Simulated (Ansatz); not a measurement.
input.yaml

```yaml
crystal:
  lattice:
    - [4.0133717239, 0.0, 0.0]
    - [-2.0066858619, 3.4756818677, 0.0]
    - [0.0, 0.0, 39.3228514862]
  atoms:
    - { symbol: Ge, position: [0.3333333333, 0.6666666667, 0.1353333333] }
    - { symbol: Ge, position: [0.6666666667, 0.3333333333, 0.0311666667] }
    - { symbol: Ge, position: [1.0, 1.0, 0.1145] }
    - { symbol: Ge, position: [0.0, 1.0, 0.052] }
    - { symbol: Ge, position: [0.6666666667, 0.3333333333, 0.2186666667] }
    - { symbol: Ge, position: [0.3333333333, 0.6666666667, 0.1978333333] }
    - { symbol: Ge, position: [0.3333333333, 0.6666666667, 0.3853333333] }
    - { symbol: Ge, position: [0.6666666667, 0.3333333333, 0.2811666667] }
    - { symbol: Ge, position: [1.0, 1.0, 0.3645] }
    - { symbol: Ge, position: [1.0, 1.0, 0.302] }
    - { symbol: Ge, position: [0.6666666667, 0.3333333333, 0.4686666667] }
    - { symbol: Ge, position: [0.3333333333, 0.6666666667, 0.4478333333] }
    - { symbol: Ge, position: [0.3333333333, 0.6666666667, 0.8646666667] }
    - { symbol: Ge, position: [0.6666666667, 0.3333333333, 0.9688333333] }
    - { symbol: Ge, position: [1.0, 1.0, 0.8855] }
    - { symbol: Ge, position: [0.0, 1.0, 0.948] }
    - { symbol: Ge, position: [0.6666666667, 0.3333333333, 0.7813333333] }
    - { symbol: Ge, position: [0.3333333333, 0.6666666667, 0.8021666667] }
    - { symbol: Ge, position: [0.3333333333, 0.6666666667, 0.6146666667] }
    - { symbol: Ge, position: [0.6666666667, 0.3333333333, 0.7188333333] }
    - { symbol: Ge, position: [1.0, 1.0, 0.6355] }
    - { symbol: Ge, position: [1.0, 1.0, 0.698] }
    - { symbol: Ge, position: [0.6666666667, 0.3333333333, 0.5313333333] }
    - { symbol: Ge, position: [0.3333333333, 0.6666666667, 0.5521666667] }
basis:
  ecutwfc: 420
kpoints:
  mp_grid: { grid: [12, 12, 1] }
hamiltonian:
  xc: pbesol
scf:
  occupations: { method: gaussian, width: 0.1 }
output:
  forces: true
  stress: true
  eigenvalues: true
  populations: true
  write_density: true
  write_potential: true
  elf: true
  volumetric_format: npy
relax:
  adjacent_minimum: "off"
  f_tol: 0.02
  max_steps: 60
  cell: { fix: [a, b, alpha, beta, gamma], stress_tol: 0.1 }
```

Launched with
```bash
ansatz run input.yaml --threads 2 --pin off --max-ram 5120MiB --backend cpu --events-out ev --progress --plain --runs-dir out
```

Method: Ansatz, DFT PBEsol, scalar-relativistic, plane waves, PAW.

Part of what the program printed, abridged:

```
Pseudopotentials: kind: paw
Pseudopotential: Ge, paw, valence charge 14, recommended cutoff 420 eV (normal)
Functional definition: PBEsol
Crystal: 24 atoms, lattice volume = 548.522 Å³
Basis set: ecut = 420 eV, 10787 PW (Γ), exchange–correlation on 54×54×540 points (8 copies of the dense FFT grid, shifted against one another)
Bands: 202, of which v1, the nominal top of the filled ones, is band 168 counted from 1 (167 counted from 0)
Symmetry: 12 space group operations
Space group: P-6m2 (ITA 187), of the structure as read, at distance tolerance 8.2e-5 Å
k-points: 19 of 144 (time reversal used)
Initial density: superposition of atomic densities (neutral atoms: chi_scale 0, normalization atom), corrected by the library's trained network
Initial wavefunctions: pseudopotential atomic-orbital guess
Functional: x = pbesol(κ = 0.804, μ = 0.12345679), c = pbesol(β = 0.046)
SCF iter   1: F=—  HF=-102083.886409 eV  |F-HF|=—  |Δ(HF+E_count)|=         —  Δρ=2.53e-3  dr2=4.43e-2  ethr=1.77e-3  ⟨swp⟩=5.9  Hψ=13436  notcnv=0  defer=20
SCF iter   2: F=—  HF=-102083.869310 eV  |F-HF|=—  |Δ(HF+E_count)|=   1.71e-2  Δρ=7.77e-4  dr2=1.45e-2  ethr=1.32e-5  ⟨swp⟩=2.0  Hψ=7620  notcnv=0  defer=31
SCF iter   3: F=—  HF=-102083.869596 eV  |F-HF|=—  |Δ(HF+E_count)|=   2.86e-4  Δρ=7.04e-4  dr2=3.08e-2  ethr=4.33e-6  ⟨swp⟩=2.0  Hψ=6543  notcnv=0  defer=31
SCF iter   4: F=—  HF=-102083.866238 eV  |F-HF|=—  |Δ(HF+E_count)|=   3.36e-3  Δρ=3.53e-4  dr2=3.11e-3  ethr=4.33e-6  ⟨swp⟩=2.0  Hψ=3908  notcnv=0  defer=31
SCF iter   5: F=—  HF=-102083.865599 eV  |F-HF|=—  |Δ(HF+E_count)|=   6.39e-4  Δρ=8.56e-5  dr2=3.61e-4  ethr=9.25e-7  ⟨swp⟩=3.0  Hψ=6647  notcnv=0  defer=31
SCF iter   6: F=—  HF=-102083.865568 eV  |F-HF|=—  |Δ(HF+E_count)|=   3.16e-5  Δρ=2.90e-5  dr2=3.81e-5  ethr=1.07e-7  ⟨swp⟩=2.0  Hψ=3864  notcnv=0  defer=31
SCF iter   7: F=—  HF=-102083.865203 eV  |F-HF|=—  |Δ(HF+E_count)|=   3.64e-4  Δρ=5.97e-6  dr2=7.36e-7  ethr=1.13e-8  ⟨swp⟩=2.0  Hψ=4316  notcnv=0  defer=30
SCF iter   8: F=—  HF=-102083.865203 eV  |F-HF|=—  |Δ(HF+E_count)|=   1.22e-7  Δρ=3.25e-6  dr2=2.05e-7  ethr=2.19e-10  ⟨swp⟩=3.0  Hψ=6837  notcnv=0  defer=30
SCF iter   9: F=-102083.865203 eV  HF=-102083.865203 eV  |F-HF|=2.59e-9  |Δ(HF+E_count)|=   3.43e-8  Δρ=1.13e-6  dr2=7.15e-9  ethr=2.98e-11  ⟨swp⟩=11.6  Hψ=25288  notcnv=0
SCF 1 converged in 9 iterations: F = -102083.865203 eV  dr2 = 7.15e-9
relax step   1: F+E_penalty+E_count = -102083.86520325 eV  Δ(F+E_penalty+E_count) = +0.000e0 eV  max|allowed force component| = 1.612e-1 eV/Å  Δτ_max = 0.0000 Å  P = -0.043 GPa  Ω = 548.522 Å³  fix = [a, b, alpha, beta, gamma]  reactions: a -0.114, b -0.114 GPa (9 SCF iters, dr2 threshold 1.00e-7 eV, accepted)
Crystal: 24 atoms, lattice volume = 548.823 Å³
Initial density: handed on by an earlier stage of this run
Initial wavefunctions: those handed on with the density
SCF iter   1: F=—  HF=-102083.868886 eV  |F-HF|=—  |Δ(HF+E_count)|=         —  Δρ=7.14e-4  dr2=1.69e-3  ethr=4.81e-7  ⟨swp⟩=2.0  Hψ=12940  notcnv=0
SCF iter   2: F=—  HF=-102083.869390 eV  |F-HF|=—  |Δ(HF+E_count)|=   5.04e-4  Δρ=3.25e-4  dr2=4.39e-3  ethr=4.81e-7  ⟨swp⟩=2.2  Hψ=6892  notcnv=0  recentre
SCF iter   3: F=—  HF=-102083.868785 eV  |F-HF|=—  |Δ(HF+E_count)|=   6.05e-4  Δρ=2.68e-4  dr2=1.18e-3  ethr=4.81e-7  ⟨swp⟩=2.1  Hψ=6659  notcnv=0
SCF iter   4: F=—  HF=-102083.868220 eV  |F-HF|=—  |Δ(HF+E_count)|=   5.65e-4  Δρ=3.35e-5  dr2=3.60e-5  ethr=3.51e-7  ⟨swp⟩=2.0  Hψ=4323  notcnv=0
SCF iter   5: F=—  HF=-102083.868218 eV  |F-HF|=—  |Δ(HF+E_count)|=   2.37e-6  Δρ=1.32e-5  dr2=6.40e-6  ethr=1.07e-8  ⟨swp⟩=2.0  Hψ=4336  notcnv=0
SCF iter   6: F=-102083.868217 eV  HF=-102083.868217 eV  |F-HF|=1.30e-7  |Δ(HF+E_count)|=   8.02e-7  Δρ=4.98e-6  dr2=2.14e-7  ethr=4.83e-10  ⟨swp⟩=10.3  Hψ=24439  notcnv=0
SCF 2 converged in 6 iterations: F = -102083.868217 eV  dr2 = 2.14e-7
relax step   2: F+E_penalty+E_count = -102083.86821691 eV  Δ(F+E_penalty+E_count) = -3.014e-3 eV  max|allowed force component| = 2.538e-2 eV/Å  Δτ_max = 0.0165 Å  P = -0.081 GPa  Ω = 548.823 Å³  energy of the carried Pulay correction = -4.330e-5 eV  fix = [a, b, alpha, beta, gamma]  reactions: a -0.119, b -0.119 GPa (6 SCF iters, dr2 threshold 1.62e-6 eV, accepted)
Crystal: 24 atoms, lattice volume = 548.787 Å³
SCF iter   1: F=—  HF=-102083.868739 eV  |F-HF|=—  |Δ(HF+E_count)|=         —  Δρ=1.16e-4  dr2=6.26e-5  ethr=1.84e-8  ⟨swp⟩=2.1  Hψ=12044  notcnv=0
SCF iter   2: F=—  HF=-102083.868335 eV  |F-HF|=—  |Δ(HF+E_count)|=   4.03e-4  Δρ=3.43e-5  dr2=7.96e-5  ethr=1.84e-8  ⟨swp⟩=2.0  Hψ=4688  notcnv=0
SCF iter   3: F=—  HF=-102083.868330 eV  |F-HF|=—  |Δ(HF+E_count)|=   5.26e-6  Δρ=3.48e-5  dr2=7.85e-5  ethr=1.84e-8  ⟨swp⟩=2.1  Hψ=4418  notcnv=0
SCF iter   4: F=—  HF=-102083.868316 eV  |F-HF|=—  |Δ(HF+E_count)|=   1.41e-5  Δρ=1.24e-5  dr2=7.10e-6  ethr=1.84e-8  ⟨swp⟩=2.0  Hψ=4211  notcnv=0
SCF iter   5: F=—  HF=-102083.868366 eV  |F-HF|=—  |Δ(HF+E_count)|=   5.00e-5  Δρ=3.66e-6  dr2=6.91e-7  ethr=2.11e-9  ⟨swp⟩=2.0  Hψ=4189  notcnv=0
SCF iter   6: F=-102083.868366 eV  HF=-102083.868366 eV  |F-HF|=1.82e-8  |Δ(HF+E_count)|=   1.22e-7  Δρ=7.28e-7  dr2=1.94e-8  ethr=1.20e-11  ⟨swp⟩=7.1  Hψ=22696  notcnv=0
SCF 3 converged in 6 iterations: F = -102083.868366 eV  dr2 = 1.94e-8
relax step   3: F+E_penalty+E_count = -102083.86836585 eV  Δ(F+E_penalty+E_count) = -1.489e-4 eV  max|allowed force component| = 9.781e-4 eV/Å  Δτ_max = 0.0031 Å  P = -0.076 GPa  Ω = 548.787 Å³  energy of the carried Pulay correction = -3.813e-5 eV  fix = [a, b, alpha, beta, gamma]  reactions: a -0.113, b -0.113 GPa (6 SCF iters, dr2 threshold 4.03e-8 eV, accepted)
Initial wavefunctions: pseudopotential atomic-orbital guess (no wavefunctions were taken with the density)
SCF iter   1: F=—  HF=-102083.863086 eV  |F-HF|=—  |Δ(HF+E_count)|=         —  Δρ=3.46e-4  dr2=1.43e-5  ethr=3.07e-7  ⟨swp⟩=2.1  Hψ=21376  notcnv=0
SCF iter   2: F=—  HF=-102083.868374 eV  |F-HF|=—  |Δ(HF+E_count)|=   5.29e-3  Δρ=9.85e-6  dr2=1.46e-6  ethr=4.27e-9  ⟨swp⟩=2.2  Hψ=4765  notcnv=0
SCF iter   3: F=—  HF=-102083.868375 eV  |F-HF|=—  |Δ(HF+E_count)|=   5.47e-7  Δρ=5.38e-6  dr2=2.54e-6  ethr=4.34e-10  ⟨swp⟩=3.0  Hψ=6931  notcnv=0
SCF iter   4: F=—  HF=-102083.868375 eV  |F-HF|=—  |Δ(HF+E_count)|=   1.90e-7  Δρ=3.49e-6  dr2=9.38e-7  ethr=4.34e-10  ⟨swp⟩=2.0  Hψ=4331  notcnv=0
SCF iter   5: F=—  HF=-102083.868375 eV  |F-HF|=—  |Δ(HF+E_count)|=   2.48e-8  Δρ=2.12e-6  dr2=2.82e-7  ethr=2.79e-10  ⟨swp⟩=1.1  Hψ=3844  notcnv=0
SCF iter   6: F=—  HF=-102083.868375 eV  |F-HF|=—  |Δ(HF+E_count)|=   1.29e-8  Δρ=6.27e-7  dr2=3.00e-8  ethr=8.40e-11  ⟨swp⟩=1.5  Hψ=3915  notcnv=0
SCF iter   7: F=—  HF=-102083.868375 eV  |F-HF|=—  |Δ(HF+E_count)|=   1.63e-9  Δρ=1.69e-7  dr2=2.33e-9  ethr=8.93e-12  ⟨swp⟩=2.0  Hψ=4052  notcnv=0
SCF iter   8: F=-102083.868375 eV  HF=-102083.868375 eV  |F-HF|=5.82e-11  |Δ(HF+E_count)|=  1.46e-10  Δρ=5.02e-8  dr2=1.72e-11  ethr=1.00e-12  ⟨swp⟩=6.4  Hψ=15156  notcnv=0
SCF 4 converged in 8 iterations: F = -102083.868375 eV  dr2 = 1.72e-11
SCF converged after 8 iterations
Free energy (F): -102083.868375 eV
Harris-Foulkes:  -102083.868375 eV  (|F-HF|=5.82e-11)
Internal energy: -102083.865457 eV  (E = F + TS)
E sigma→0 (E₀):  -102083.866916 eV
Entropy (-TS):   -0.002917 eV (-0.122 meV/atom)
Fermi energy:    8.329434 eV
--- Per-component energies (eV) ---
  E_band       = -3668.739651
  E_kinetic    = 2675.571064
  E_local      = -59518.368840  (includes V_loc(G=0)·N_el)
  E_nonlocal   = 10083.016693
  E_hartree    = 26081.244548
  E_xc         = -1798.511958
  E_vxc        = -1552.614367  (∫ρ·V_xc dr)
  E_paw        = -47498.612547  (= ΣΔE_a)
  E_vpaw       = -7518.842724  (= ΣTr[D̂ρ^β])
  E_aug_tail   = 0.008803  (compensation charges beyond the density's cutoff)
  E_ewald      = -32130.243689
  E_core_change = 22.030469  (= ΣΔE_core)
  E_smearing   = -0.002917  (= −TS)
--- Forces (eV/Å), atoms counted from 1 ---
  atom   1  Ge     0.00000000     0.00000000     0.00005904
  atom   2  Ge     0.00000000     0.00000000     0.00096520
  atom   3  Ge     0.00000000     0.00000000    -0.00094786
  atom   4  Ge     0.00000000     0.00000000    -0.00041665
  atom   5  Ge     0.00000000     0.00000000     0.00028245
  atom   6  Ge     0.00000000     0.00000000    -0.00095455
  atom   7  Ge     0.00000000     0.00000000     0.00074509
  atom   8  Ge     0.00000000     0.00000000    -0.00021213
  atom   9  Ge     0.00000000     0.00000000    -0.00000104
  atom  10  Ge     0.00000000     0.00000000     0.00081649
  atom  11  Ge     0.00000000     0.00000000    -0.00049547
  atom  12  Ge     0.00000000     0.00000000     0.00024488
  atom  13  Ge     0.00000000     0.00000000    -0.00005904
  atom  14  Ge     0.00000000     0.00000000    -0.00096520
  atom  15  Ge     0.00000000     0.00000000     0.00094786
  atom  16  Ge     0.00000000     0.00000000     0.00041665
  atom  17  Ge     0.00000000     0.00000000    -0.00028245
  atom  18  Ge     0.00000000     0.00000000     0.00095455
  atom  19  Ge     0.00000000     0.00000000    -0.00074509
  atom  20  Ge     0.00000000     0.00000000     0.00021213
  atom  21  Ge     0.00000000     0.00000000     0.00000104
  atom  22  Ge     0.00000000     0.00000000    -0.00081649
  atom  23  Ge     0.00000000     0.00000000     0.00049547
  atom  24  Ge     0.00000000     0.00000000    -0.00024488
--- Stress (GPa, compression-positive) ---
       -0.112605       0.000000       0.000000
        0.000000      -0.112605       0.000000
        0.000000       0.000000      -0.002761
  P = ⅓ Tr σ = -0.0760 GPa (-0.760 kbar)
--- Band table (eV; the first three rows and the last of 19) ---
  k-point 0: bands = ["-16.5227", "-16.5227", "-16.5227", "-16.5227", "-16.5182", "-16.5182", "-16.5181", "-16.5181", "-16.5124", "-16.5124", "-16.5118", "-16.5118", "-16.5060", "-16.5060", "-16.5049", "-16.5049", "-16.4977", "-16.4977", "-16.4957", "-16.4957", "-16.4944", "-16.4944", "-16.4920", "-16.4917", "-16.4870", "-16.4865", "-16.4808", "-16.4808", "-16.4808", "-16.4799", "-16.4794", "-16.4794", "-16.4792", "-16.4786", "-16.4590", "-16.4590", "-16.4559", "-16.4559", "-16.4542", "-16.4541", "-16.4477", "-16.4477", "-16.4422", "-16.4422", "-16.4369", "-16.4369", "-16.4312", "-16.4312", "-16.4282", "-16.4282", "-16.4253", "-16.4253", "-16.4193", "-16.4193", "-16.4190", "-16.4190", "-16.4 ...
  k-point 1: bands = ["-16.5285", "-16.5284", "-16.5248", "-16.5248", "-16.5225", "-16.5221", "-16.5198", "-16.5196", "-16.5154", "-16.5142", "-16.5138", "-16.5132", "-16.5079", "-16.5076", "-16.5066", "-16.5059", "-16.5012", "-16.5004", "-16.4984", "-16.4971", "-16.4960", "-16.4957", "-16.4929", "-16.4927", "-16.4856", "-16.4856", "-16.4821", "-16.4820", "-16.4811", "-16.4797", "-16.4781", "-16.4746", "-16.4734", "-16.4716", "-16.4560", "-16.4537", "-16.4536", "-16.4514", "-16.4513", "-16.4512", "-16.4449", "-16.4429", "-16.4400", "-16.4382", "-16.4340", "-16.4326", "-16.4281", "-16.4274", "-16.4243", "-16.4238", "-16.4203", "-16.4203", "-16.4150", "-16.4143", "-16.4137", "-16.4132", "-16.3 ...
  k-point 2: bands = ["-16.5378", "-16.5376", "-16.5300", "-16.5291", "-16.5287", "-16.5287", "-16.5233", "-16.5231", "-16.5213", "-16.5188", "-16.5173", "-16.5167", "-16.5126", "-16.5116", "-16.5109", "-16.5101", "-16.5088", "-16.5056", "-16.5027", "-16.5004", "-16.4999", "-16.4974", "-16.4959", "-16.4935", "-16.4858", "-16.4855", "-16.4854", "-16.4854", "-16.4806", "-16.4749", "-16.4745", "-16.4651", "-16.4648", "-16.4596", "-16.4481", "-16.4465", "-16.4444", "-16.4442", "-16.4428", "-16.4414", "-16.4372", "-16.4330", "-16.4330", "-16.4294", "-16.4258", "-16.4221", "-16.4196", "-16.4174", "-16.4147", "-16.4105", "-16.4085", "-16.4059", "-16.4044", "-16.4013", "-16.3992", "-16.3965", "-16.3 ...
  k-point 18: bands = ["-16.5497", "-16.5497", "-16.5496", "-16.5496", "-16.5475", "-16.5473", "-16.5458", "-16.5455", "-16.5366", "-16.5366", "-16.5363", "-16.5362", "-16.5362", "-16.5361", "-16.5294", "-16.5294", "-16.5254", "-16.5253", "-16.5234", "-16.5233", "-16.5161", "-16.5161", "-16.5053", "-16.5052", "-16.4437", "-16.4431", "-16.4421", "-16.4421", "-16.4414", "-16.4414", "-16.4347", "-16.4347", "-16.4245", "-16.4233", "-16.4167", "-16.4167", "-16.3864", "-16.3846", "-16.3845", "-16.3817", "-16.3817", "-16.3807", "-16.3796", "-16.3759", "-16.3758", "-16.3739", "-16.3691", "-16.3691", "-16.3687", "-16.3687", "-16.3678", "-16.3678", "-16.3665", "-16.3664", "-16.3612", "-16.3611", "-16. ...
--- Relaxed structure (3 steps of the walk, 3 accepted, 1 SCFs on fresh bases) ---
  F+E_penalty+E_count = -102083.86837453 eV   max|allowed force component| = 9.652e-4 eV/Å   (the final SCF, on the basis selected at the relaxed cell)
  cell:  # Å, volume = 548.7870 Å³
    - [4.01337172, 0.0, 0.0]
    - [-2.00668586, 3.47568186, 0.0]
    - [0.0, 0.0, 39.34181607]
  atoms:
    - { symbol: Ge, position: [0.33333333, 0.66666666, 0.13550371] }
    - { symbol: Ge, position: [0.66666666, 0.33333333, 0.03147221] }
    - { symbol: Ge, position: [1.0, 1.0, 0.11471298] }
    - { symbol: Ge, position: [0.0, 1.00000000, 0.05234169] }
    - { symbol: Ge, position: [0.66666666, 0.33333333, 0.21877271] }
    - { symbol: Ge, position: [0.33333333, 0.66666666, 0.19795477] }
    - { symbol: Ge, position: [0.33333333, 0.66666666, 0.38528893] }
    - { symbol: Ge, position: [0.66666666, 0.33333333, 0.28122914] }
    - { symbol: Ge, position: [1.0, 1.0, 0.36449816] }
    - { symbol: Ge, position: [1.0, 1.0, 0.30204738] }
    - { symbol: Ge, position: [0.66666666, 0.33333333, 0.46852747] }
    - { symbol: Ge, position: [0.33333333, 0.66666666, 0.44765959] }
    - { symbol: Ge, position: [0.33333333, 0.66666666, 0.86449628] }
    - { symbol: Ge, position: [0.66666666, 0.33333333, 0.96852778] }
    - { symbol: Ge, position: [1.0, 1.0, 0.88528701] }
    - { symbol: Ge, position: [0.0, 1.00000000, 0.94765830] }
    - { symbol: Ge, position: [0.66666666, 0.33333333, 0.78122728] }
    - { symbol: Ge, position: [0.33333333, 0.66666666, 0.80204522] }
    - { symbol: Ge, position: [0.33333333, 0.66666666, 0.61471106] }
    - { symbol: Ge, position: [0.66666666, 0.33333333, 0.71877085] }
    - { symbol: Ge, position: [1.0, 1.0, 0.63550183] }
    - { symbol: Ge, position: [1.0, 1.0, 0.69795261] }
    - { symbol: Ge, position: [0.66666666, 0.33333333, 0.53147252] }
    - { symbol: Ge, position: [0.33333333, 0.66666666, 0.55234040] }
--- Löwdin populations: 24 sites ---
  site symbol q [e]
     0     Ge     13.9810
     1     Ge     13.9864
     2     Ge     13.9789
     3     Ge     13.9794
     4     Ge     13.9813
     5     Ge     13.9813
     6     Ge     13.9789
     7     Ge     13.9813
     8     Ge     13.9810
     9     Ge     13.9813
    10     Ge     13.9864
    11     Ge     13.9794
    12     Ge     13.9810
    13     Ge     13.9864
    14     Ge     13.9789
    15     Ge     13.9794
    16     Ge     13.9813
    17     Ge     13.9813
    18     Ge     13.9789
    19     Ge     13.9813
    20     Ge     13.9810
    21     Ge     13.9813
    22     Ge     13.9864
    23     Ge     13.9794
  spilling = 0.001329 (of n_electrons = 336.000000)
```

The relaxation met its thresholds.

The run took 8.6 min on 2 threads of AMD EPYC 7R43 64-Core Processor (Zen 3), on a shared host, peak memory 2.4 GiB.